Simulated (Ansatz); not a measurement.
Values for one crystal, relaxed and computed with the program Ansatz at the r²SCAN level (PAW); other levels are named.

- Volume per atom = 14.67 Å³
- Band gap = 0.58 eV (indirect)
- Hole effective mass with spin–orbit coupling, band 2 of 2 at the edge = 0.24 along [100], 0.28 along [110], 0.31 along [111] (mₑ)
- Hole effective mass with spin–orbit coupling, band 1 of 2 at the edge = 1.1 along [100], 0.61 along [110], 0.49 along [111] (mₑ)
- Gap with spin–orbit coupling = 0.56 eV
- Conduction-band minimum = at X (3 equivalent valleys)
- Electron effective mass with spin–orbit coupling = 0.15, 0.15, 1.3 mₑ (principal values)

Which compound is it?
A) AlN, NiAs type
B) Hf3N4, I-43d (Hf on 12a, N on 16c)
C) YN, rock salt
D) CdS, rock salt

C, YN, rock salt

Space group Fm-3m (rock salt). The r²SCAN relaxation kept the symmetry of its start. No spin polarisation was allowed. Spin–orbit coupling is left out wherever it is not named.

Potentials: the later of the program's two PAW sets.
